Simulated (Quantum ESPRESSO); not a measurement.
# Planted mistakes on one cell of Ga4O4FN

The results below are calculated, not measured. They come from pw.x of Quantum ESPRESSO 7.5, a plane-wave density functional program, with PseudoDojo standard norm-conserving files (v0.5 for PBE, v0.4.1 for LDA and PBEsol). The cells are made up: elements, strain and atom displacements were drawn at random, and nothing was relaxed. There is no spin polarisation, spin-orbit coupling or dispersion term.

The cell has 10 sites of a corundum lattice. Sites 1 to 4 hold Ga Ga Ga Ga; sites 5 to 10 hold O O O O F N. Cell vectors in Å: (2.508, 1.448, 4.503); (-2.508, 1.448, 4.503); (0.000, -2.896, 4.503). Settings: PBE, cutoff 1143 eV, 5 x 5 x 5 k mesh shifted by half a step, Fermi-Dirac smearing of 0.025 eV.

The intended run has a self-consistency threshold of 1e-07 eV, a smearing term of 0.000 eV, a pressure of 17.25 GPa and 13 iterations. Each further run changes one thing: all lengths scaled by 1.0105; atoms of sites 7 and 10 exchanged; cutoff 791 eV; files of PBEsol; k mesh 1 x 1 x 1; one electron added; smearing 0.4 eV; threshold 0.1 eV. A coarse mesh keeps the shift, and a charged cell sits in a uniform background.

```
run,change of free energy (eV),smearing term -TS (eV),change of P (GPa),largest change of a force component (eV/Å),iterations
A,0.030,0.000,3.98,0.208,4
B,-0.264,0.000,-7.23,0.320,13
C,14.641,-0.006,39.96,0.707,12
D,-0.032,-0.128,0.47,0.046,12
E,0.343,0.000,0.47,2.103,13
F,4.988,0.000,-74.45,0.076,13
G,21.409,0.000,-7.48,0.132,13
H,-1.499,0.000,-2.88,0.402,13
```

A rerun of the intended cell at 1437 eV and k mesh 7 x 7 x 7 moved values by no more than 0.004 eV in the cell's energy, 0.02 GPa in stress and 0.002 eV/Å in force.

Question: which change belongs to which run?

## Worked reading

Run A has the fewest iterations, as a run stopped early does. Run D has the largest smearing term, as wide smearing gives. Run F has a higher energy and the largest fall in pressure, as too small a basis gives. Run B changes the volume by a factor of 1.0318; minus its pressure change over the logarithm of that factor, 231 GPa, is a rough bulk modulus with clamped atoms. Energies from files of another functional, or of a charged cell, have another zero and say nothing on stability; the pressure of a charged cell rests on the program's zero of potential too.

## Key

```
run                             change
  A                   threshold 0.1 eV
  B       all lengths scaled by 1.0105
  C                 one electron added
  D                    smearing 0.4 eV
  E  atoms of sites 7 and 10 exchanged
  F                      cutoff 791 eV
  G                    files of PBEsol
  H                   k mesh 1 x 1 x 1
```